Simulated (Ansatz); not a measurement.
GaSb:
Space group Pm-3n (No. 223); a = b = c = 7.5704 Å, α = β = γ = 90.00°

```
atom  site  symmetry       x       y       z
----  ----  --------  ------  ------  ------
Ga      6c     -4m.2  0.0000  0.5000  0.2500
Sb      6d     -4m.2  0.0000  0.2500  0.5000
```

Relaxed with r²SCAN. DFT-r²SCAN in the program Ansatz with PAW potentials gives a gap of 0.24 eV.

Question: What gap does HSE06 give on the same cell (Ansatz, PAW)?

Answer: 0.63 eV, 0.39 eV more. The hybrid was solved on a coarser mesh and at special points; the gap given is the minimum over both.

Cost on shared cores: the r²SCAN run (SCF on a 4×4×4 mesh, then bands and DOS) roughly 14 core-minutes, the HSE06 run (SCF on 2×2×2, then a few points) about 8 core-minutes (a rough figure); the tasks are unlike.

The start of the workflow was typed in or built on a structure type; neither database checked (COD, Materials Project) lists it. It is not the phase usual at ambient conditions (space group No. 216). Symmetry was held in the r²SCAN relaxation; its stability against distortions is not shown here. The volume moved by 29 % from the start of the relaxation. Spin–orbit coupling is left out wherever it is not named.

Potentials: the earlier of the program's two PAW sets. The files were generated under PBE; for other functionals the program regenerates the frozen cores, and for LDA and PBEsol the local potential too.
